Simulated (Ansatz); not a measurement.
**Structures of GeSb2Te4: which is lowest?**

Plane-wave DFT in Ansatz with scalar-relativistic PAW potentials, cutoff 420 eV, Γ-centred meshes chosen by cell and gap, Gaussian smearing with energies taken to zero width. Every cell was relaxed (cell and atoms) in a run of its own, within the symmetry of its start. Functional: PBEsol.

Relaxed structures (starts from databases or built by putting these elements on another compound's sites):
A. R-3m, 7 atoms in the computed cell, a = 4.244 Å, c = 38.837 Å; sites (symmetry × multiplicity) Ge -3m × 3, Sb 3m × 6, Te 3m × 6 + 3m × 6; start: database
B. I-4m2, 7 atoms in the computed cell, a = 6.014 Å, c = 11.887 Å; sites (symmetry × multiplicity) Ge -4m2 × 2, Sb -4m2 × 2 + -4m2 × 2, Te 2mm. × 4 + 2mm. × 4; start: database
C. R3m, 7 atoms in the computed cell, a = 4.234 Å, c = 40.413 Å; sites (symmetry × multiplicity) Ge 3m × 3, Sb 3m × 3 + 3m × 3, Te 3m × 3 + 3m × 3 + 3m × 3 + 3m × 3; start: database

Problem. Rank them by energy. Could pressure change the order?

Solution.
| structure | group | E − E(lowest) (meV/atom) | V (Å³/atom) | gap on mesh (eV) |
| --- | --- | --- | --- | --- |
| C | R3m | 0.0 | 29.88 | 0.18 |
| A | R-3m | 93 | 28.85 | 0.00 |
| B | I-4m2 | 99 | 30.71 | 0.00 |

C is lowest, 93 meV/atom under A. A is denser by 1.03 Å³/atom, so pressure favours it: ΔE/ΔV, with ΔE in eV and 1 eV/Å³ = 160.2 GPa, gives about 14 GPa for equal enthalpy if both cells were rigid, a rough figure since the two compress differently. Other structures may lie lower than all of these, and vibrations aren't counted.

Spin-orbit coupling is left out, which matters for the bands of heavy elements.